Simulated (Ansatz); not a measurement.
Polymorphs of BeS, each relaxed with DFT-PBE in the program Ansatz with PAW potentials:

A: C2/c, a = 5.669 Å, b = 3.292 Å, c = 5.679 Å, α = 90.00°, β = 109.61°, γ = 90.00°

B: P6_222, a = 3.4520 Å, b = 3.4520 Å, c = 7.8114 Å, α = 90.00°, β = 90.00°, γ = 120.00°

C: wurtzite (P6_3mc), a = 3.4394 Å, b = 3.4394 Å, c = 5.6672 Å, α = 90.00°, β = 90.00°, γ = 120.00°

D: zinc blende (F-43m), a = b = c = 4.8761 Å, α = β = γ = 90.00°

E: NiAs type (P6_3/mmc), a = b = 3.301 Å, c = 5.247 Å, α = β = 90.00°, γ = 120.00°

**Question.** Rank these by energy per atom at 0 K (lowest first), as PBE gives it.

**Answer.** D (+0 meV/atom), C (+6 meV/atom), B (+324 meV/atom), E (+519 meV/atom), A (+562 meV/atom)

**Question.** Give each one's gap.

**Answer.** A 1.09 eV; B 2.66 eV; C 3.71 eV; D 3.15 eV; E 1.44 eV.

Constructed cells (a structure type filled with these elements, in neither database checked): A; B; C; E. Unstable at this level: E. All cells were relaxed under the symmetry of their starts (and spin orders); stability against distortions was not tested throughout.

Energies hold the estimated change up to a 700 eV cutoff; steps of a few meV lie near the error of the meshes.

Potentials: the later of the program's two PAW sets.
